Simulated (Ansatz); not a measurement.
## Relaxing ZnAg

**The experiment.** The Crystallography Open Database holds a cell as deposited of cubic ZnAg (space group Pm-3m), temperature not stated (1963): a = 3.156 Å, 15.72 Å³/atom.

The computed numbers are results of PBEsol, scalar-relativistic (no spin polarisation) in the plane-wave PAW code Ansatz at 420 eV, 10×10×10 k-mesh, Gaussian smearing of 0.05 eV. The datasets are Ansatz's generated set soft_2.

The chain of runs began from a cell as deposited in COD, expanded in volume.

The start, 1 % over the database's volume:

```
Zn Ag
1.0
     3.16649    0.00000    0.00000
     0.00000    3.16649    0.00000
     0.00000    0.00000    3.16649
Zn Ag
1 1
Direct
  0.50000 0.50000 0.50000
  0.00000 0.00000 0.00000
```

The first steps of the search for zero pressure:

```csv
run,level,k-mesh,kind,V (Å³/atom),P (GPa),gap on the mesh (eV)
1,PBEsol,10×10×10,fixed cell,15.87,-4.8,metal
2,PBEsol,10×10×10,fixed cell,15.37,-1.6,metal
```

Problem. At which volume does PBEsol reach zero pressure?

Solution. 15.14 Å³/atom, about 4.6 % under the start.

The steps that followed:

```csv
run,level,k-mesh,kind,V (Å³/atom),P (GPa),E − E(final) (meV/atom),gap on the mesh (eV)
3,PBEsol,10×10×10,fixed cell,15.14,0.0,0.0,metal
```

The final structure (symmetry read at 0.01 Å). The structure is cubic, space group Pm-3m (No. 221). Conventional cell: a = 3.117 Å, b = 3.117 Å, c = 3.117 Å, α = 90.00°, β = 90.00°, γ = 90.00°. Zn (site symmetry m-3m) is surrounded by 8 Ag at 2.70 Å. Around Ag (site symmetry m-3m) lie 8 Zn at 2.70 Å. (Neighbours are counted to 15 % beyond the shortest distance.)

```json
{"atom": "Zn", "site": "1b", "symmetry": "m-3m", "x": "0.5000", "y": "0.5000", "z": "0.5000"}
{"atom": "Ag", "site": "1a", "symmetry": "m-3m", "x": "0.0000", "y": "0.0000", "z": "0.0000"}
```

At the final geometry the gap, band path included, is zero (metallic). The equation of state gives B0 = 116 GPa and B0′ = 5.3. Against the elements' standard states, run alike and uncorrected, the formation energy is -0.06 eV/atom. 

**Reading the result.**

The calculation's cell holds 31 valence electrons, an odd number. Without magnetic order each band takes two, so one stays part-filled and the crystal must be a metal.

**Comparison.** The computed cell (3.117 Å, 15.14 Å³/atom) differs from the database's by −3.7 % in volume, about −1.2 % in length. That is a large miss for PBEsol, or the entry is off.
